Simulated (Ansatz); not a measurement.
**BiB, first-principles data**

BiB:
```
CELL_PARAMETERS angstrom
      3.84065     0.00000     0.00000
     -1.92032     3.32610     0.00000
      0.00000     0.00000     6.32245
ATOMIC_POSITIONS crystal
  B  0.66667 0.33333 0.00001
  B  0.33333 0.66667 0.50001
  Bi 0.66667 0.33333 0.62519
  Bi 0.33333 0.66667 0.12519
```

Space group P6_3mc (No. 186), wurtzite; conventional cell a = 3.841 Å, b = 3.841 Å, c = 6.322 Å, α = 90.00°, β = 90.00°, γ = 120.00°.

Method: plane-wave PAW HSE06 (Ansatz code). The cell and atoms are relaxed at this level. Other levels are named where they apply.

**Cell and energy**

```yaml
volume_per_atom: 20.19 Å³
density: 9.04 g/cm³
```

**Electronic structure**

```yaml
band_gap: 0.65 eV (direct)
valence_band_maximum: at Γ
conduction_band_minimum: at Γ
```

**Mechanics**

```yaml
Bulk modulus (Birch–Murnaghan fit): 85.8 GPa
Pressure derivative B′: 4.5
```

**Charges**

```yaml
bader_charges: B -0.38, Bi +0.38 e
```

A made-up cell: these elements were put on the sites of a structure type; neither database checked (COD, Materials Project) lists it. Whether it is the stable phase at ambient conditions was not checked. Symmetry was held in the HSE06 relaxation; whether a distortion lowers the energy is not shown. The hybrid was solved on a coarse mesh, the path and, where they were found, the r²SCAN edge points; its band edges are the extreme levels among these. Scalar-relativistic: spin–orbit coupling is off unless named, which matters more the heavier the elements.

Potentials: the later of the program's two PAW sets.
